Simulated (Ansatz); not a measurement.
Input file for Ansatz (a first-principles code):

Ansatz 0.2 input:
```yaml
crystal:
  lattice:
    - [-4.1558468891, 4.1558468891, 4.1558468891]
    - [4.1558468891, -4.1558468891, 4.1558468891]
    - [4.1558468891, 4.1558468891, -4.1558468891]
  atoms:
    - { symbol: K, position: [0.020568505, 0.5, 0.0] }
    - { symbol: K, position: [0.0, 0.020568505, 0.5] }
    - { symbol: K, position: [0.479431495, 0.479431495, 0.479431495] }
    - { symbol: K, position: [0.5, 0.0, 0.020568505] }
    - { symbol: Sn, position: [0.0057305781, 0.0057305781, 0.0057305781] }
    - { symbol: Sn, position: [0.5, 0.0, 0.4942694219] }
    - { symbol: Sn, position: [0.4942694219, 0.5, 0.0] }
    - { symbol: Sn, position: [0.0, 0.4942694219, 0.5] }
    - { symbol: O, position: [0.9770495865, 0.25, 0.2270495865] }
    - { symbol: O, position: [0.5229504135, 0.75, 0.2729504135] }
    - { symbol: O, position: [0.2270495865, 0.9770495865, 0.25] }
    - { symbol: O, position: [0.2729504135, 0.5229504135, 0.75] }
    - { symbol: O, position: [0.25, 0.2270495865, 0.9770495865] }
    - { symbol: O, position: [0.75, 0.2729504135, 0.5229504135] }
kpoints:
  mp_grid: { grid: [3, 3, 3] }
hamiltonian:
  xc: hse06
  pseudopotentials: { kind: paw }
scf:
  n_extra_bands: 14
  occupations: { method: fixed }
output:
  eigenvalues: true
  eigenstates:
    e_range: [-9.0, 9.6]
    kpoints:
      - [0.5, 0.5, 0.5]  # VBM
      - [0.416667, 0.416667, -0.416667]  # CBM
      - [0.0, 0.0, 0.0]  # GAMMA
      - [0.5, -0.5, 0.5]  # H
      - [0.25, 0.25, 0.25]  # P
      - [0.0, 0.0, 0.5]  # N
```

Output (shortened):

```
Pseudopotential: K, paw, valence charge 9
Pseudopotential: Sn, paw, valence charge 14
Pseudopotential: O, paw, valence charge 6
Functional definition: HSE06
davidson cushion auto → on  (no smearing: the cushion is to keep the highest requested band from converging to the state above it …
Crystal: 14 atoms, lattice volume = 287.104 Å³
Basis set: ecut = 420 eV, 5481 PW (Γ)
Bands: 78, of which v1, the nominal top of the filled ones, is band 64 counted from 1 (63 counted from 0)
Symmetry: 12 space group operations
Space group: I213 (ITA 199), of the structure as read, at distance tolerance 6.6e-5 Å
k-points: 4 of 27 (time reversal used)
SCF iter   1: F=—  HF=-33657.770573 eV  |F-HF|=—  |Δ(HF+E_count)|=         —  Δρ=1.17e-3  dr2=5.37e-3  ethr=1.77e-3  ⟨swp⟩=12.2  Hψ=1622  notcnv=0
preconditioner: auto → none
SCF iter   2: F=—  HF=-33657.778830 eV  |F-HF|=—  |Δ(HF+E_count)|=   8.26e-3  Δρ=7.66e-4  dr2=1.79e-3  ethr=4.19e-6  ⟨swp⟩=6.5  Hψ=1303  notcnv=0  defer=1
SCF iter   3: F=—  HF=-33657.778866 eV  |F-HF|=—  |Δ(HF+E_count)|=   3.52e-5  Δρ=4.43e-4  dr2=3.41e-4  ethr=1.40e-6  ⟨swp⟩=4.5  Hψ=920  notcnv=0
SCF iter   4: F=-33657.779155 eV  HF=-33657.779176 eV  |F-HF|=2.13e-5  |Δ(HF+E_count)|=   3.10e-4  Δρ=2.32e-4  dr2=1.27e-4  ethr=2.67e-7  ⟨swp⟩=3.8  Hψ=858  notcnv=0
SCF 1 stopped early in 4 iterations: F = -33657.779155 eV  dr2 = 1.27e-4
Crystal: 14 atoms, lattice volume = 287.104 Å³
Exchange kernel: α = 0.2500, screened, ω = 0.2079 Å⁻¹, Wigner–Seitz truncation, v(0) = 1046.0215 eV·Å³, q-mesh 3×3×3, nearest image of the exchange supercell L …
Frozen-core exchange: fock
SCF iter   1: F=—  HF=-33676.078376 eV  |F-HF|=—  |Δ(HF+E_count)|=         —  Δρ=6.94e-3  dr2=1.59e-1  ethr=9.93e-7  ⟨swp⟩=9.0  Hψ=1882  notcnv=0
preconditioner: auto → none
SCF iter   2: F=—  HF=-33676.043777 eV  |F-HF|=—  |Δ(HF+E_count)|=   3.46e-2  Δρ=5.62e-3  dr2=6.22e-2  ethr=9.93e-7  ⟨swp⟩=8.0  Hψ=1490  notcnv=0  defer=2
SCF iter   3: F=—  HF=-33676.031436 eV  |F-HF|=—  |Δ(HF+E_count)|=   1.23e-2  Δρ=1.67e-3  dr2=1.30e-2  ethr=9.93e-7  ⟨swp⟩=5.0  Hψ=1287  notcnv=0
SCF iter   4: F=—  HF=-33676.072485 eV  |F-HF|=—  |Δ(HF+E_count)|=   4.10e-2  Δρ=1.45e-3  dr2=6.30e-3  ethr=9.93e-7  ⟨swp⟩=5.2  Hψ=1289  notcnv=0
SCF iter   5: F=—  HF=-33676.070786 eV  |F-HF|=—  |Δ(HF+E_count)|=   1.70e-3  Δρ=4.56e-4  dr2=6.49e-4  ethr=9.93e-7  ⟨swp⟩=3.2  Hψ=861  notcnv=0
SCF iter   6: F=—  HF=-33676.071302 eV  |F-HF|=—  |Δ(HF+E_count)|=   5.16e-4  Δρ=1.80e-4  dr2=8.16e-5  ethr=4.43e-7  ⟨swp⟩=5.0  Hψ=929  notcnv=0  defer=2
iter 7 solved again at ethr=2.40e-9 eV; its pass at ethr=5.34e-8 eV (dr2=3.08e-6 eV) is discarded
SCF iter   7: F=-33676.071285 eV  HF=-33676.071286 eV  |F-HF|=1.03e-6  |Δ(HF+E_count)|=   1.56e-5  Δρ=3.89e-5  dr2=1.60e-5  ethr=2.40e-9  ⟨swp⟩=4.8  Hψ=1717  notcnv=0
SCF 2 stopped early in 7 iterations: F = -33676.071285 eV  dr2 = 1.60e-5
hybrid outer 1: dexx = +4.758e-2 eV, tail = 2.14e-4 eV
Crystal: 14 atoms, lattice volume = 287.104 Å³
Exchange kernel: α = 0.2500, screened, ω = 0.2079 Å⁻¹, Wigner–Seitz truncation, v(0) = 1046.0215 eV·Å³, q-mesh 3×3×3, nearest image of the exchange supercell L …
Frozen-core exchange: fock
SCF iter   1: F=—  HF=-33676.070490 eV  |F-HF|=—  |Δ(HF+E_count)|=         —  Δρ=1.02e-4  dr2=2.74e-5  ethr=8.37e-7  ⟨swp⟩=4.0  Hψ=774  notcnv=0
preconditioner: auto → none
iter 2 solved again at ethr=3.61e-10 eV; its pass at ethr=1.93e-8 eV (dr2=4.61e-7 eV) is discarded
SCF iter   2: F=—  HF=-33676.070486 eV  |F-HF|=—  |Δ(HF+E_count)|=   4.37e-6  Δρ=2.28e-5  dr2=1.08e-6  ethr=3.61e-10  ⟨swp⟩=4.5  Hψ=1830  notcnv=0
SCF iter   3: F=—  HF=-33676.070490 eV  |F-HF|=—  |Δ(HF+E_count)|=   4.22e-6  Δρ=1.43e-5  dr2=3.63e-7  ethr=3.61e-10  ⟨swp⟩=7.0  Hψ=1230  notcnv=0
SCF iter   4: F=-33676.070490 eV  HF=-33676.070490 eV  |F-HF|=9.42e-9  |Δ(HF+E_count)|=   1.06e-7  Δρ=2.34e-6  dr2=2.05e-8  ethr=2.60e-10  ⟨swp⟩=3.0  Hψ=817  notcnv=0
SCF 3 converged in 4 iterations: F = -33676.070490 eV  dr2 = 2.05e-8
hybrid outer 2: dexx = +4.133e-6 eV, tail = 1.25e-7 eV, Δε = 3.06e-3 eV (about 1.06e-4 eV left of the loop's levels)
NSCF: frozen V_eff on 6 k-points
hybrid SCF converged: 2 outer / 11 inner (+4 warm-up), last move |dexx| = 4.13e-6 eV, tail = 1.25e-7 eV
Stability not checked (fock_operator)
Free energy (F): -33676.070489 eV
Frozen-core exchange: fock
Harris-Foulkes:  -33676.070489 eV  (|F-HF|=9.42e-9)
Internal energy: -33676.070489 eV  (E = F + TS)
E sigma→0 (E₀):  -33676.070489 eV
Fermi energy:    6.331676 eV
--- Per-component energies (eV) ---
  E_band       = -1121.468300
  E_kinetic    = 2824.192379
  E_local      = -9318.063778  (includes V_loc(G=0)·N_el)
  E_nonlocal   = 202.204931
  E_hartree    = 4399.194509
  E_xc         = -1989.931724
  E_vxc        = -1281.147391  (∫ρ·V_xc dr)
  E_exx        = -358.235303  (= α·E_x^exact, valence–valence)
  E_paw        = -20818.171179  (= ΣΔE_a)
  E_vpaw       = -1630.583504  (= ΣTr[D̂ρ^β])
  E_aug_tail   = 0.014325  (compensation charges beyond the density's cutoff)
  E_ewald      = -8617.585671
  E_core_change = 0.311023  (= ΣΔE_core)
  E_smearing   =  0.000000  (= −TS)
  E_closure    =  0.000000  (closes the sum)
  Σ components = -33676.070489   (vs F -33676.070489, Δ=0.00e0)
  [band-id]    e_kinetic+e_local+e_nonlocal+2·e_hartree+e_vxc+2·e_exx+e_vpaw+e_augmentation_tail = -1121.464627   (vs E_band -1121.468300, Δ=3.67e-3)
--- Band table (eV) ---
  k-point 0: bands = ["-25.9185", "-25.8965", "-25.8965", "-25.8965", "-16.9980", "-16.9980", "-16.8832", "-16.8832", "-16.8832", "-16.5687", "-16.5687", "-16.5687", "-16.4288", "-16.4288", "-16.4288", "-16.4244", "-16.4244", "-16.4100", "-16.4100", …
  k-point 1: bands = ["-25.9133", "-25.9021", "-25.8977", "-25.8946", "-16.9945", "-16.9919", "-16.9428", "-16.8819", "-16.7800", "-16.6201", "-16.5741", "-16.5723", "-16.4311", "-16.4285", "-16.4261", "-16.4258", "-16.4223", "-16.4151", "-16.4129", …
  k-point 2: bands = ["-25.9080", "-25.9054", "-25.9008", "-25.8935", "-16.9910", "-16.9904", "-16.9549", "-16.8791", "-16.7255", "-16.6679", "-16.5761", "-16.5760", "-16.4312", "-16.4290", "-16.4280", "-16.4230", "-16.4196", "-16.4194", "-16.4129", …
  k-point 3: bands = ["-25.9104", "-25.9043", "-25.9034", "-25.8894", "-16.9953", "-16.9926", "-16.9784", "-16.8202", "-16.7664", "-16.6688", "-16.5733", "-16.5689", "-16.4330", "-16.4326", "-16.4310", "-16.4199", "-16.4189", "-16.4139", "-16.4138", …
```

Cost: about 7 core-minutes (a rough figure) on shared cores.

The points marked VBM and CBM come from a semilocal run.

Space group I2_13. The first step of the workflow began from a Materials Project structure, measured or hypothetical; the Crystallography Open Database copy checked does not list it. COD files the formula under space group No. 166. Its standing as an ambient phase is unchecked. Symmetry was held in the PBEsol relaxation; whether a distortion lowers the energy is not shown. Spin–orbit coupling is left out wherever it is not named.

Potentials: the later of the program's two PAW sets.

Ansatz is a plane-wave DFT program.
